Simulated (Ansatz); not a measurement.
**Pt: clamped-ion strain scan**

Method: DFT LDA, scalar-relativistic, plane waves, PAW (Ansatz). Cutoff 420 eV, Γ-centred 21×21×10 k-points, Gaussian smearing of 0.15 eV. Spin–orbit coupling is left out, which can shift energies with elements as heavy as these. No spin polarisation. Energies are free energies at this smearing, counted from the undisturbed cell; pressure is positive in compression.

The undisturbed cell (as given, not relaxed at this level; it stands at -15.8 GPa; this form isn't the usual structure):

```yaml
crystal:
  lattice:
    - [2.76067, 0.00000, 0.00000]
    - [-1.38033, 2.39081, 0.00000]
    - [0.00000, 0.00000, 4.79213]
  atoms:
    - { symbol: Pt, position: [0.66667, 0.33333, 0.75000] }
    - { symbol: Pt, position: [0.33333, 0.66667, 0.25000] }
```

The cell is strained by ε times the Voigt pattern (1, -1, 0, 0, 0, 0) (xx, yy, zz, yz, xz, xy; engineering shear) with fractional coordinates fixed. The cell is metallic on the mesh throughout. At -16 GPa the given cell is far from its own equilibrium, so these figures belong to a strongly strained crystal.

```csv
ε,ΔE (meV/atom),"stress summed along the pattern (GPa, tension positive)",pressure (GPa)
-0.0400,32.8,-18.44,-13.9
-0.0300,18.0,-13.48,-14.7
-0.0200,7.8,-8.73,-15.3
0.0000,0.0,0.00,-15.8
0.0100,1.8,3.84,-15.7
0.0300,14.7,10.09,-14.8
0.0400,24.9,12.39,-14.2
```